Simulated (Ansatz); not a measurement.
NiSi (MnP type, space group Pnma)

Space group Pnma (No. 62); a = 5.1047 Å, b = 3.3601 Å, c = 5.5038 Å, α = β = γ = 90.00°

| atom | site | symmetry | x | y | z |
|---|---|---|---|---|---|
| Ni | 4c | .m. | 0.0094 | 0.2500 | 0.8131 |
| Si | 4c | .m. | 0.1788 | 0.2500 | 0.4128 |

The volume is varied about the relaxed value V₀ at fixed cell shape. The atoms relax within the cell's symmetry.

Method: PBEsol (plane waves to 420 eV, PAW, scalar-relativistic; Ansatz, an electronic-structure program). k mesh 9×14×9 (Γ-centred), Fermi-Dirac smearing 0.05 eV. Energies are smeared free energies. With the shape held, the modulus is that of even scaling; a crystal free to change shape is softer. NiSi is run without spin polarisation. NiSi was relaxed with its symmetry unable to fall. The PAW data are Ansatz's earlier set. ΔE is measured from the relaxed starting cell. The last digit holds for this mesh only.

| V (Å³/atom) | ΔE (meV/atom) |
|---|---|
| 10.620 | 83.2 |
| 10.856 | 51.1 |
| 11.092 | 27.6 |
| 11.328 | 11.8 |
| 11.564 | 2.8 |
| 11.801 | 0.0 |
| 12.037 | 2.6 |
| 12.273 | 10.2 |
| 12.509 | 22.1 |
| 12.745 | 37.8 |
| 12.981 | 57.1 |

Q: What is the fitted pressure derivative B₀′?

A: 4.6.

Q: What bulk modulus at fixed cell shape B₀ follows from a third-order Birch-Murnaghan fit?

A: 185 GPa. Check by three points about V = 11.801 Å³/atom, step 0.472: d²E/dV² ≈ (12 − 2·0 + 10) meV / 0.472² = 0.0987 eV/Å⁶, and V·d²E/dV² × 160.2 = 187 GPa.

(A scan under strain: stresses follow from slopes of the energy per volume, elastic moduli from its curvatures.)
